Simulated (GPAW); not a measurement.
**Equation of state of IrCo3 under LDA**

The structure is cubic, space group Pm-3m (No. 221). The conventional cell has a = 3.583 Å, b = 3.583 Å, c = 3.583 Å, α = 90.00°, β = 90.00°, γ = 90.00°. Ir (site symmetry m-3m) is surrounded by 12 Co at 2.53 Å. Co (site symmetry 4/mmm) is surrounded by 4 Ir at 2.53 Å and 8 Co at 2.53 Å.

The cell comes from a database or a generator and needn't be the stable form of this composition.

The cell was scaled at fixed shape and fractions and run with GPAW, the program's PAW data sets (release 1.2.1) made for this functional, cutoff 600 eV; LDA, k mesh 6 × 6 × 6 on the cell of 4 atoms, fermi-dirac occupations of 0.05 eV, collinear spin, ferromagnetic start, no spin-orbit coupling. Energies are those that the program minimises, any entropy of the smearing included. For a metal such a mesh isn't converged to the digits shown. The magnetic state is the one that the start led to, which needn't be the lowest.

```tsv
V (Å³/atom)	energy over the lowest row (meV/atom)
10.8056	0.00
11.0355	0.52
11.2654	9.61
11.4953	?
11.7252	49.76
11.9551	78.48
12.1850	111.70
```

Problem. Fit the third-order Birch-Murnaghan form, give V0, B0 and B′, and predict the energy left open.

Solution. With y = (V0/V)^(2/3), E = E0 + (9 V0 B0/16) [(y - 1)³ B′ + (y - 1)² (6 - 4y)]. Least squares through the rows shown give V0 = 10.9095 Å³/atom, E0 = -0.98 meV, B0 = 318.8 GPa (1 eV/Å³ = 160.218 GPa) and B′ = 6.43, with a largest miss of 0.09 meV, so B0 and B′ are loose. At V = 11.4953 the form with these constants gives 26.50 meV; the run gave 26.48 meV an atom.
